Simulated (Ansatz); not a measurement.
TaC (rock salt)

```yaml
crystal:
  lattice:
    - [0.00000, 2.23792, 2.23792]
    - [2.23792, 0.00000, 2.23792]
    - [2.23792, 2.23792, 0.00000]
  atoms:
    - { symbol: C, position: [0.00000, 0.00000, 0.00000] }
    - { symbol: Ta, position: [0.50000, 0.50000, 0.50000] }
```

E(V) scan at fixed shape, V₀ the volume above. Symmetry pins the atoms to their sites.

Computed with PBE (plane waves to 420 eV, PAW, scalar-relativistic; Ansatz, a quantum-chemistry and plane-wave program). k mesh 19×19×19 (Γ-centred), Fermi-Dirac smearing 0.05 eV. E stands for the smeared free energy. Compression counts positive. Spin-orbit coupling is left out, though Ta is heavy. TaC is run without spin polarisation. TaC was relaxed with its symmetry unable to fall. The zero of ΔE is the relaxed starting cell. The last digit holds for this mesh only.

```csv
V (Å³/atom),ΔE (meV/atom)
10.087,withheld
10.312,83.4
10.536,45.1
10.760,19.3
10.984,4.6
11.208,0.0
11.432,4.5
11.657,17.1
11.881,37.1
12.105,63.8
12.329,96.4
```

Q: Fit a third-order Birch-Murnaghan form (E₀, V₀, B₀, B₀′ free) to the given rows and predict ΔE at V = 10.087.

A: Least squares on the 10 given rows: ΔE = E₀ + (9V₀B₀/16)·y²·[2 + (B₀′ − 4)y], y = (V₀/V)^(2/3) − 1, with V₀ = 11.206 Å³/atom, B₀ = 324.2 GPa (160.2 GPa = 1 eV/Å³; the term in eV is multiplied by 1000), B₀′ = 4.21, E₀ = 0.00 meV/atom; root-mean-square residual 0.04 meV/atom. At 10.087 the fit gives 135.7 meV/atom; the calculation gives 135.5 meV/atom, so the extrapolation is off by 0.2 (+0.1 %). For the pressure the fit gives 42.6 GPa against the computed 42.5 GPa.

(A scan under strain: stresses follow from slopes of the energy per volume, elastic moduli from its curvatures.)
